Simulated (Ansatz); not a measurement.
# Nb: from a starting cell to a relaxed one

The start is a relaxed Nb cell displaced along its unstable phonon at q = (½, ½, ½) of its primitive reciprocal cell (113i cm⁻¹), largest move 0.15 Å. The cell and all atomic positions are relaxed at zero pressure with r2SCAN (plane waves to 500 eV, PAW, scalar-relativistic; Ansatz, a first-principles code). The first steps use a coarse 13×13×13 k-mesh.

Initial structure:
```yaml
crystal:
  lattice:
    - [-5.18287, 5.18287, 2.83014]
    - [0.00000, 0.00000, 2.83014]
    - [0.00000, 5.18287, 0.00000]
  atoms:
    - { symbol: Nb, position: [0.00000, 0.25000, 0.47106] }
    - { symbol: Nb, position: [0.50000, 0.25000, 0.52894] }
    - { symbol: Nb, position: [0.00000, 0.00000, 0.97106] }
    - { symbol: Nb, position: [0.50000, 0.00000, 0.02894] }
```

Question: What is the largest force in the starting geometry, and on which atom (counted from 1)?

Answer: 0.55 eV/Å, on Nb1, Nb2, Nb3, Nb4 (atoms numbered as listed).

Question: How much energy is released per atom?

Answer: 0.44 eV/atom.

Question: How does the volume change?

Answer: -4.0 %, from 19.01 to 18.25 Å³/atom.

Question: How do the shortest distances between atoms change?

Answer: The closest pairs of elements (up to four, under 3.6 Å), start → end: Nb–Nb 2.69 → 2.76 Å.

Question: Is the relaxed structure metallic? Give its gap.

Answer: No gap (metallic).

Final values are on a 9×10×17 k-mesh of the relaxed cell. No spin polarisation in the result.

The run could not lose the symmetry of its start, so the end can be a saddle point.

The relaxed structure here is a generated cell of Nb: the first start was made by placing the elements on the sites of a structure type, and the end was not matched to a known phase here, so it may be hypothetical. Known forms of Nb include space group No. 229.
